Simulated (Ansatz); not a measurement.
SrSi2Au2 in space group I4/mmm (No. 139; Au on 4d, Sr on 2a, Si on 4e) at seven volumes, the program Ansatz at the PBEsol level (PAW), shape and atoms relaxed at each. One row is withheld.

| V (Å³/atom) | P (GPa) |
|---|---|
| 17.651 | 11.58 |
| 18.233 | 7.02 |
| 18.815 | 3.19 |
| 19.397 | 0.00 |
| 19.979 | ? |
| 20.561 | -4.95 |
| 21.142 | -6.82 |

Task: Fit the shown pressures and predict the withheld one.

Result: Third-order Birch–Murnaghan: P = (3/2)B₀(x^(7/2) − x^(5/2))[1 + (3/4)(B′ − 4)(x − 1)] with x = (V₀/V)^(2/3). Least squares on the six rows gives V₀ = 19.396 Å³/atom, B₀ = 97.61 GPa, B′ = 4.87. At V = 19.979, x = 0.9805 and P = -2.69 GPa. The run itself gave -2.70 GPa.

The workflow started from an entry of the Crystallography Open Database (COD). Whether it is the stable phase at ambient conditions was not checked. The PBEsol relaxation kept the symmetry of its start; whether a distortion lowers the energy is not shown. Spin–orbit coupling is left out wherever it is not named.

Potentials: the later of the program's two PAW sets.
